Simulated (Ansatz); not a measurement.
PbO2 — ¹⁷O nuclear quadrupole resonance

Cell: a structure deposited in the COD, whose atoms a relaxation with PBE at fixed cell left in place.

```cif
data_PbO2
_symmetry_space_group_name_H-M 'P4_2/mnm'
_symmetry_Int_Tables_number 136
_cell_length_a 4.9578
_cell_length_b 4.9578
_cell_length_c 3.3878
_cell_angle_alpha 90.000
_cell_angle_beta 90.000
_cell_angle_gamma 90.000
loop_
_atom_site_label
_atom_site_type_symbol
_atom_site_symmetry_multiplicity
_atom_site_Wyckoff_symbol
_atom_site_fract_x
_atom_site_fract_y
_atom_site_fract_z
Pb Pb 2 a 0.0000 0.0000 0.0000
O O 4 f 0.3067 0.3067 0.0000
```

One atom of each set is listed.

Method: Kohn–Sham DFT in Ansatz, PBE, plane waves and PAW, scalar-relativistic, 420 eV cutoff, Γ-centred 5×5×7 k-points, Fermi–Dirac smearing 0.02 eV.

¹⁷O: I = 5/2, Q = -25.58 mb (year-2017 value). Static lattice, zero field.

(1) Predict the zero-field ¹⁷O lines of each site.

Answers

(1) For I = 5/2 and η = 0 the lines are 3|C_Q|/20 and twice that; η pulls their ratio below 2.

```
site  atoms  V_zz (10²¹ V/m²)  C_Q (MHz)     η  line frequencies (MHz)
   O      4            -12.65       7.82  0.20              1.22, 2.33
```

At O V_zz stands upright on the plane through its three neighbours (within 1°).

At this cell the PBE pressure is 9 GPa, so with PBE the cell would grow if it were relaxed. Without spin–orbit coupling the gradients at and beside Pb can be off by some per cent, at some sites by more. With a gap of 0.13 eV under a smearing of 0.02 eV the band edges are partly filled, so small gradients can hang on the smearing and the k-mesh.

The relaxation (2 steps) took 8.7 s of wall time (8.6 s of CPU time) and 0.42 GiB at its peak, on 1 thread of Arm Neoverse V2 (aarch64; 28 cores open to the job, memory cap 3.0 GiB, no GPU), a shared host with a load of 1.0 a core.
